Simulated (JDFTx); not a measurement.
```yaml
surface: Ti(0001)
bulk: Ti, P6_3/mmc, lattice of mp-46 (not re-optimised)
slab: 4 atoms in 4 planes, 1x1, 6.8 Å between the outermost planes
in-plane cell: 2.936 × 2.936 Å, 7.46 Å²
cell_height: 23.0 Å
sampling: 8×8×1 k mesh, Fermi smearing 0.01 Ha, no spin polarisation
```

Final geometry:
```
Ti(0001)
1.0
    2.9357     0.0000     0.0000
   -1.4679     2.5424     0.0000
    0.0000     0.0000    23.0000
Ti
4
Direct
  0.6667   0.3333   0.3518
  0.3333   0.6667   0.4496
  0.6667   0.3333   0.5504
  0.3333   0.6667   0.6482
```

Computed with a modified build of JDFTx: PBE, GBRV ultrasoft potentials, plane waves to 20/100 Ha. Liquid on both sides: CANDLE, water, 2 M NaF; nuclei fixed, outer atoms relaxed in vacuum. U vs SHE = −μ/e − 4.44 V throughout (conventional absolute potential of the hydrogen electrode). Both faces are the same ideal termination; reconstructions, overlayers and chemisorbed solvent are outside this model. At negative charge CANDLE's numbers also depend on the cell height, by up to tenths of a volt. Convergence in thickness and k mesh wasn't tested for this slab.

Farther out the cavity gives way and the charge runs off; such runs are left out, and the outermost points shown may already feel it.

| U (V vs SHE) | μ (eV) | excess electrons per cell | σ (μC/cm², per face) | run |
|---|---|---|---|---|
| -0.61 | -3.83 | 0.037 | -4.0 | fixed charge |
| -0.50 | -3.94 | 0.000 | 0.0 | neutral |
| -0.35 | -4.09 | … | … | fixed potential |
| -0.20 | -4.24 | -0.123 | 13.2 | fixed potential |

### Question
Fill in the missing entries, row by row.

### Answer

- -0.35, excess electrons per cell: -0.045
- -0.35, σ (μC/cm², per face): 4.8
